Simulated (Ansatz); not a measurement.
GaN:
Space group P-6m2 (No. 187); a = 2.940 Å, b = 2.940 Å, c = 2.655 Å, α = 90.00°, β = 90.00°, γ = 120.00°

| atom | site | symmetry | x | y | z |
|---|---|---|---|---|---|
| Ga | 1a | -6m2 | 0.0000 | 0.0000 | 0.0000 |
| N | 1f | -6m2 | 0.6667 | 0.3333 | 0.5000 |

Relaxed with PBEsol.

Question: Decompose the optical modes at the zone centre into irreducible representations, and say which are infrared and Raman allowed.

Answer: Point group -6m2: Γ_opt = A2'' + E'. Infrared: A2'', E'. Raman: E'.

Question: Assign frequencies (DFPT, plane-wave PAW PBEsol (Ansatz code)).

Answer: A2'' 86i, E' 303 cm⁻¹.

A made-up cell: these elements were put on the sites of a structure type; neither database checked (COD, Materials Project) lists it. It is not the phase usual at ambient conditions (space group No. 186, 216). Symmetry was held in the PBEsol relaxation. At this level the phase is dynamically unstable (imaginary phonons). As this level gives no gap, phonon frequencies hold no LO–TO term and depend on the k-mesh and smearing (Fermi–Dirac, 0.1 eV here).

Potentials: the earlier of the program's two PAW sets. The files were generated under PBE; for other functionals the program regenerates the frozen cores, and for LDA and PBEsol the local potential too.
